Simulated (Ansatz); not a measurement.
SiNF:
Space group P3m1 (No. 156); a = b = 2.9100 Å, c = 4.7700 Å, α = β = 90.00°, γ = 120.00°

```csv
atom,site,symmetry,x,y,z
Si,1a,3m.,0.0000,0.0000,0.3693
N,1c,3m.,0.6667,0.3333,0.2748
F,1a,3m.,0.0000,0.0000,0.7075
```

Relaxed at zero pressure with the program Ansatz at the PBE+D3(BJ) level (PAW).

The volume is lowered by 6 % and shape and atoms relax at that volume. What pressure results, and how do the axes share the change?

3.0 GPa; a -0.4 %, b -0.4 %, c -5.2 %; the energy rises by 6 meV/atom.

Give the new structure.


Space group P3m1 (No. 156); a = b = 2.8977 Å, c = 4.5220 Å, α = β = 90.00°, γ = 120.00°

```
atom  site  symmetry       x       y       z
----  ----  --------  ------  ------  ------
Si      1a       3m.  0.0000  0.0000  0.3640
N       1c       3m.  0.6667  0.3333  0.2667
F       1a       3m.  0.0000  0.0000  0.7209
```

The phase is kept; no other phase was compared at this pressure.

The start of the workflow was typed in or built on a structure type; neither database checked (COD, Materials Project) lists it. Whether it is the stable phase at ambient conditions was not checked. Symmetry was held in the PBE+D3(BJ) relaxation; whether a distortion lowers the energy is not shown. The volume moved by -24 % from the start of the relaxation.

Potentials: the earlier of the program's two PAW sets.
